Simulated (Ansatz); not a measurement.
All numbers below come from Ansatz, DFT PBE, scalar-relativistic, plane waves, PAW. Cutoff 420 eV, Γ-centred 12×12×12 mesh (6-atom cell), Gaussian smearing of 0.02 eV, no spin polarisation.

Formation energies are uncorrected and count from the elements' standard states at the same level.

Q: Give a relaxed trial structure of a tetragonal semiconductor that holds B and 2 more elements, with a gap near 0.6 eV, a formation energy near −0.28 eV/atom and about 14 Å³ per atom, in a cell of 6 atoms. Its symmetry should be I-4m2 (No. 119).

A: AlB2P3, space group I-4m2 (No. 119). Around Al lie 4 P at 2.31 Å; B has 4 P at 2.02–2.03 Å; around P on a site of symmetry 2mm lie 2 B at 2.02 Å and 2 Al at 2.31 Å; around P on a site of symmetry -4m2 lie 4 B at 2.03 Å.

```cif
data_structure
_symmetry_space_group_name_H-M 'I-4m2'
_symmetry_Int_Tables_number 119
_cell_length_a 3.3945
_cell_length_b 3.3945
_cell_length_c 15.0865
_cell_angle_alpha 90.000
_cell_angle_beta 90.000
_cell_angle_gamma 90.000
_cell_volume 173.83
loop_
_atom_site_label
_atom_site_type_symbol
_atom_site_symmetry_multiplicity
_atom_site_Wyckoff_symbol
_atom_site_fract_x
_atom_site_fract_y
_atom_site_fract_z
_atom_site_occupancy
Al1 Al 2 b 0.50000 0.50000 0.00000 1
B1 B 4 e 0.50000 0.50000 0.32360 1
P1 P 4 f 0.00000 0.50000 0.10377 1
P2 P 2 d 0.50000 0.00000 0.25000 1
```

- Volume per atom: 14.49 Å³
- Density: 2.70 g/cm³
- Formation energy: −0.283 eV/atom
- Gap on the 12×12×12 mesh of the 6-atom cell: 0.63 eV

The structure comes from a generated guess, relaxed at this level; another structure or a mixture of phases may lie lower. The answer needn't be unique; the calculation gave this one.

Kohn–Sham gaps at this level usually fall short of measured ones. The reference form of P is held partly by dispersion forces, which this level lacks. A structure relaxed within its symmetry needn't be a true minimum.
